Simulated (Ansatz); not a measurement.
# Computed properties of TiGeSb

TiGeSb:
```cif
data_Ge2Sb2Ti2
_chemical_formula_sum 'Ti2 Ge2 Sb2'
_space_group_name_H-M_alt 'P 1'
_space_group_IT_number 1
_cell_length_a 3.70132
_cell_length_b 3.70132
_cell_length_c 8.23983
_cell_angle_alpha 90.000
_cell_angle_beta 90.000
_cell_angle_gamma 90.000
loop_
_space_group_symop_operation_xyz
  'x, y, z'
loop_
_atom_site_label
_atom_site_type_symbol
_atom_site_fract_x
_atom_site_fract_y
_atom_site_fract_z
_atom_site_occupancy
Ti1 Ti 0.50000 0.00000 0.24713 1
Ti2 Ti 0.00000 0.50000 0.75287 1
Ge1 Ge 0.00000 0.00000 0.00000 1
Ge2 Ge 0.50000 0.50000 0.00000 1
Sb1 Sb 0.50000 0.00000 0.61617 1
Sb2 Sb 0.00000 0.50000 0.38383 1
```

Space group P4/nmm (No. 129); conventional cell a = b = 3.7013 Å, c = 8.2398 Å, α = β = γ = 90.00°.

Method: r²SCAN (plane waves, PAW; program Ansatz). Geometry: relaxed at this level of theory. Other levels are named where they apply.

Cell and energy:

* **Volume per atom**: 18.81 Å³
* **Density**: 7.13 g/cm³
* **Formation energy from the elements (no fitted shifts)**: -445 meV/atom

Electronic structure:

Electronic character: metallic (no gap)
Density of states at the Fermi level: 0.42 states/eV per atom (mean over ±0.08 eV)

Mechanics:

- Bulk modulus (Birch–Murnaghan fit): 107 GPa
- Pressure derivative B′: 4.5

Charges:

- Bader charges = Ti +1.29, Ge -0.57, Sb -0.72 e

The measured cell (COD 2223219, doi:10.1107/S1600536809031559; 295 K, pressure taken as ambient) has 18.76 Å³ per atom; the computed volume differs by 0.3 %, which includes thermal expansion and zero-point motion.

The workflow started from an entry of the Crystallography Open Database (COD, 295 K). Whether it is the stable phase at ambient conditions was not checked. The r²SCAN relaxation kept the symmetry of its start; its stability against distortions is not shown here. No spin polarisation was allowed. The references are the lowest solids computed at this level, not always the standard phases. Spin–orbit coupling is left out wherever it is not named.

Potentials: the later of the program's two PAW sets.
